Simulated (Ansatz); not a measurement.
AlP in space group P6_3/mmc (No. 194; Al on 2c, P on 2d) at seven volumes, PBE+D3(BJ) (plane waves, PAW; program Ansatz), shape and atoms relaxed at each. One row is withheld.

| V (Å³/atom) | P (GPa) |
|---|---|
| 17.477 | 9.56 |
| 18.053 | 5.86 |
| 18.630 | ? |
| 19.206 | 0.00 |
| 19.782 | -2.29 |
| 20.358 | -4.20 |
| 20.934 | -5.80 |

Task: Fit the shown pressures and predict the withheld one.

Result: P = (3/2)B₀(x^(7/2) − x^(5/2))[1 + (3/4)(B′ − 4)(x − 1)] with x = (V₀/V)^(2/3). Least squares on the six rows gives V₀ = 19.205 Å³/atom, B₀ = 82.0 GPa, B′ = 4.53. At V = 18.630, x = 1.0205 and P = 2.67 GPa. The run itself gave 2.71 GPa.

The cell is a constructed one: a structure type filled with these elements; neither database checked (COD, Materials Project) lists it. It is not the phase usual at ambient conditions (space group No. 216). The cell was relaxed with PBE+D3(BJ) under the symmetry of its start; its stability against distortions is not shown here.

Potentials: the earlier of the program's two PAW sets.
